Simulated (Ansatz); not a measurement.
## Ti (P6_3/mmc) under several functionals

**The experiment to reproduce.**

“Impact of oxygen ordering on titanium lattice parameters”, 2024, arxiv:2402.07147 reports, for a bulk crystal of Ti at 298 K: lattice constant a 2.9536 ± 0.0001 Å; lattice constant c 4.685 ± 0.0001 Å.

Plane-wave DFT in Ansatz with scalar-relativistic PAW potentials. The same structure was relaxed (cell and atoms, symmetry kept) in separate runs at each level. No spin polarisation.

| level | cutoff (eV) | k mesh | V (Å³/atom) | a (Å) | c (Å) |
| --- | --- | --- | --- | --- | --- |
| PBE+D3(BJ) | 420 | 18×18×10 | 16.499 | 2.886 | 4.574 |
| PBEsol | 420 | 18×18×10 | 16.723 | 2.900 | 4.591 |
| r2SCAN | 500 | 18×18×10 | 17.302 | 2.936 | 4.636 |

**Question.** Where does PBE (420 eV, k mesh 18×18×10) fall?

**Answer.** V (Å³/atom) 17.390, a (Å) 2.939, c (Å) 4.649. Its volume is the largest of the set. The usual order of volumes, PBEsol < PBE, holds here (16.723, 17.390 Å³/atom). As a rule PBEsol, built on the gradient expansion of slowly varying densities, lies between LDA and PBE; PBE's stronger gradient term for exchange weakens bonds. Adding D3 to PBE changes the volume by -5.1 %; the term is attractive, so it pulls cells in. In metals the pairwise form ignores screening by the conduction electrons and often pulls in too far. r2SCAN lies 0.5 % under PBE in volume.

For PBE: Against the measured lattice constant a of Ti, 2.9536 Å (298 K; “Impact of oxygen ordering on titanium lattice parameters”, 2024, arxiv:2402.07147), the calculated 2.939 Å is off by -0.5 %. 4 values of this kind are on record (2.9536 to 2.9646 Å); this one was drawn at random, colder ones first, those with a stated uncertainty first. Against the measured lattice constant c of Ti, 4.685 Å (298 K; “Impact of oxygen ordering on titanium lattice parameters”, 2024, arxiv:2402.07147), the calculated 4.649 Å is off by -0.8 %. 4 values of this kind are on record (4.685 to 4.7036 Å); this one was drawn at random, colder ones first, those with a stated uncertainty first. The calculations are for 0 K without zero-point motion, and in metals axial ratios are sensitive to mesh and smearing.